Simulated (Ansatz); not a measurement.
Input and command of a plane-wave DFT calculation in Ansatz:

```yaml
crystal:
  lattice:
    - [4.0128347834, 0.0, 0.0]
    - [-2.0064173917, 3.4752168636, 0.0]
    - [0.0, 0.0, 25.6485141116]
  atoms:
    - { symbol: Ge, position: [0.3333333333, 0.6666666667, 0.2924146002] }
    - { symbol: Ge, position: [0.0, 0.0, 0.3243508156] }
    - { symbol: Ge, position: [0.0, 0.0, 0.4201594616] }
    - { symbol: Ge, position: [0.6666666667, 0.3333333333, 0.452095677] }
    - { symbol: Ge, position: [0.6666666667, 0.3333333333, 0.547904323] }
    - { symbol: Ge, position: [0.3333333333, 0.6666666667, 0.5798405384] }
    - { symbol: Ge, position: [0.3333333333, 0.6666666667, 0.6756491844] }
    - { symbol: Ge, position: [0.0, 0.0, 0.7075853998] }
basis:
  ecutwfc: 500
kpoints:
  mp_grid: { grid: [9, 9, 1] }
hamiltonian:
  xc: r2scan
scf:
  occupations: { method: gaussian, width: 0.05 }
  max_iter: 98
output:
  forces: true
  stress: true
  eigenvalues: true
efield:
  axis: 3
  dipole_correction: true
  ramp_width: 0.04
  amplitude: 0.6
```

```bash
ansatz run input.yaml --threads 1 --pin off --max-ram 2560MiB --backend cpu --events-out ev --progress --plain --runs-dir out
```

Processor: Arm Neoverse V2, 1 thread, on a host shared with other jobs.

Problem. How long does it run, and how much memory does it take?

Solution. About 120 s on 1 thread of Arm Neoverse V2 (shared host), peak memory 1.2 GiB. It solves 68 bands at 12 k points (the mesh reduced by the symmetry that the task leaves, which can be less than the crystal's) with about 9159 plane waves, in 19 SCF iterations.
